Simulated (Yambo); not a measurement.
Yambo run on SrO (rock salt, space group Fm-3m, No. 225). The wavefunctions are PBEsol (Quantum ESPRESSO, PseudoDojo norm-conserving, 84 Ry, without SOC) ones on a 6×6×6 mesh (8 occupied bands); a = 3.6196 Å, b = 3.6196 Å, c = 3.6196 Å, α = 60.00°, β = 60.00°, γ = 60.00°.

Yambo input:

```
rim_cut
gw0
dyson
el_el_corr
HF_and_locXC
cohsex
em1s
RandQpts= 1000000
RandGvec= 1 Ry
EXXRLvcs= 84 Ry
VXCRLvcs= 336 Ry
Chimod= "HARTREE"
% BndsRnXs
 1 | 77 |
%
NGsBlkXs= 10 Ry
% LongDrXs
 1.0 | 1.0 | 1.0 |
%
ExtendOut
% QPkrange
 1 | 1 | 8 | 8 |
 13 | 13 | 8 | 9 |
%
```

k points by index: 1 = Γ, 13 = X.

The o-*.qp file then holds:

```
#    K-point    Band    Eo [eV]    E [eV]    E-Eo [eV]    Vxc [eV]    Vnlxc [eV]    Sc|Eo [eV]    Re(Z)    Im(Z)
#
    1    8    0.000000    -3.515078    -3.515078    -18.77244    -24.09885    1.811330    1.000000    0.000000
    13    8    -0.067822    -3.560453    -3.492632    -18.62017    -23.95712    1.844322    1.000000    0.000000
    13    9    3.202945    2.913642    -0.289304    -9.543739    -4.788374    -5.044669    1.000000    0.000000
```
(The two width columns are left out.) Convergence of these settings isn't established.

Geometry relaxed with PBEsol.
